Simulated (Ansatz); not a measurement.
Structure: CdGeAs2, ordered on the zincblende lattice (I-42d) with 8 atoms a cell, at its r2SCAN minimum. Space group I-42d (No. 122), tetragonal; conventional cell a = 5.980 Å, c = 11.304 Å, 25.27 Å³ an atom. Cd has 4 As at 2.65 Å; As has 2 Ge at 2.45 Å and 2 Cd at 2.65 Å; Ge has 4 As at 2.45 Å.

```cif
data_structure
_symmetry_space_group_name_H-M 'P 1'
_symmetry_Int_Tables_number 1
_cell_length_a 7.0588
_cell_length_b 7.0588
_cell_length_c 7.0588
_cell_angle_alpha 129.876
_cell_angle_beta 129.876
_cell_angle_gamma 73.604
_cell_volume 202.13
loop_
_atom_site_label
_atom_site_type_symbol
_atom_site_fract_x
_atom_site_fract_y
_atom_site_fract_z
_atom_site_occupancy
Cd1 Cd 0.00000 0.00000 0.00000 1
As1 As 0.37500 0.40366 0.52866 1
Cd2 Cd 0.75000 0.25000 0.50000 1
As2 As 0.15366 0.62500 0.02866 1
Ge1 Ge 0.50000 0.50000 0.00000 1
As3 As 0.87500 0.84634 0.47134 1
Ge2 Ge 0.25000 0.75000 0.50000 1
As4 As 0.59634 0.12500 0.97134 1
```

The questions ask for values computed with Ansatz 0.2.0 on this geometry. Non-magnetic throughout. Whether this structure exists isn't addressed.

(1) What gap does PBE give, and where are the band edges?

(2) How does the gap change from PBE to PBE+SOC (6×6×6)?

(3) How does the gap change from PBE to r2SCAN (6×6×6)?

(4) Estimate the gap with HSE06 on 4×4×4.

Answers

(1) The PBE gap is indirect, 0.05 eV (S₀–Γ (0.90 of the way from S₀) to Γ), below the direct gap of 0.23 eV at Γ. (This is within a few times the smearing of 0.02 eV, so the filling near the edges can be smeared.)

(2) PBE+SOC gives an indirect gap of 0.04 eV, from S₀–Γ (0.90 of the way from S₀) to Γ; the least direct gap is 0.17 eV at Γ. (This is within a few times the smearing of 0.02 eV, so the filling near the edges can be smeared.) The gap differs by -0.01 eV from PBE's.

(3) With r2SCAN the gap is 0.10 eV and direct, at Γ. The gap differs by +0.05 eV from PBE's.

(4) The HSE06 gap is direct at Γ: 0.45 eV. The gap differs by +0.40 eV from PBE's.

Only the levels marked +SOC include spin-orbit coupling.

Gaps or overlaps of about a tenth of an eV are at the limit of these meshes: between the points read a gap can be smaller or closed.

Gaps under 0.1 eV (PBE, PBE+SOC) can't be told from a closed one: the bands may be in normal order or already inverted, which a gap's size doesn't show.
